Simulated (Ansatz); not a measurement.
# Li2Ca: hydrostatic pressure series

Computed with DFT r2SCAN, scalar-relativistic, plane waves, PAW in Ansatz. Run with 500 eV cutoff, 8×8×8 k-mesh, Gaussian smearing of 0.10 eV, no spin polarisation.

Reference structure (relaxed):

```xyz
6
Lattice="0.0000 4.4043 4.4043 4.4043 0.0000 4.4043 4.4043 4.4043 0.0000" Properties=species:S:1:pos:R:3 pbc="T T T"
Li    1.1011    1.1011    1.1011
Li    1.1011    3.3032    3.3032
Li    3.3032    3.3032    1.1011
Li    3.3032    1.1011    3.3032
Ca    4.4043    4.4043    4.4043
Ca    6.6064    6.6064    6.6064
```

Cell and atoms are relaxed at each pressure within the symmetry of the start, at zero temperature, so transitions that lower the symmetry aren't seen. The k-mesh given is that at zero pressure and may differ at others.

Task: Give the structure at 8 GPa.

Result:
```xyz
6
Lattice="0.0000 3.9788 3.9788 3.9788 0.0000 3.9788 3.9788 3.9788 0.0000" Properties=species:S:1:pos:R:3 pbc="T T T"
Li    0.9947    0.9947    0.9947
Li    0.9947    2.9841    2.9841
Li    2.9841    2.9841    0.9947
Li    2.9841    0.9947    2.9841
Ca    3.9788    3.9788    3.9788
Ca    5.9683    5.9683    5.9683
```
The structure is cubic, space group Fd-3m (No. 227). The conventional cell has a = 7.958 Å, b = 7.958 Å, c = 7.958 Å, α = 90.00°, β = 90.00°, γ = 90.00°. Around Li (site symmetry -3m) lie 6 Li at 2.81 Å. Ca (site symmetry -43m) is surrounded by 12 Li at 3.30 Å and 4 Ca at 3.45 Å.